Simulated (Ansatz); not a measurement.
# LiMg: enthalpy against pressure

LiMg, R-3m, a = 3.097 Å, c = 15.051 Å. The structure is a Materials Project entry; whether it is the stable form wasn't checked. Ansatz: PBEsol, PAW, 420 eV, Γ-centred 15×15×15 mesh on 2 atoms, Gaussian smearing 0.10 eV; no spin polarisation. Cell and atoms are relaxed at each pressure, and no other structure is tried, so the rows at high pressure may lie past a change of phase. y is the enthalpy over the state at zero pressure; there V0 = 20.832 Å³/atom. The pressures are the targets, met within 0.02 GPa.

| P (GPa) | y (eV/atom) |
| --- | --- |
| -3.0 | -0.4193 |
| 0.0 | 0.0000 |
| 3.0 | 0.3703 |
| 8.0 | 0.9256 |
| 15.0 | 1.6180 |
| 30.0 | ? |
| 60.0 | 5.0508 |

Problem. Fit y = c1 P + c2 P² + c3 P³ to the other rows, say what c1 and c2 mean, and predict the missing value.

Solution. Least squares on the rows shown. y = 0.13010 P − 0.0017498 P² + 1.6407×10⁻⁵ P³. Since dH/dP = V, c1 is V0: 0.13010 eV/GPa × 160.2 = 20.842 Å³ against 20.832; c2 = −V0/(2B0) gives B0 = 37 GPa, where a Birch–Murnaghan fit to the volumes of the same runs (not shown) gives 25 GPa: a cubic over this range folds the higher terms into c2. Above P = −c2/(3 c3) = 36 GPa the cubic's slope, the volume, would rise with pressure, so the form fails there. At P = 30.0 the fit asked for gives 2.7712 eV/atom. The run gave 2.9068 eV/atom, so the fit is 0.1356 eV/atom too low, 2.5 % of the span of the series, against an rms of 0.0083 eV/atom on the fitted rows. With a term in P⁴ added, a fit to the same known rows predicts 3.0817 eV/atom, which misses by about as much or more on the other side: the known rows don't fix the higher terms.

The mesh isn't the same in all rows (15×15×15, 18×18×18).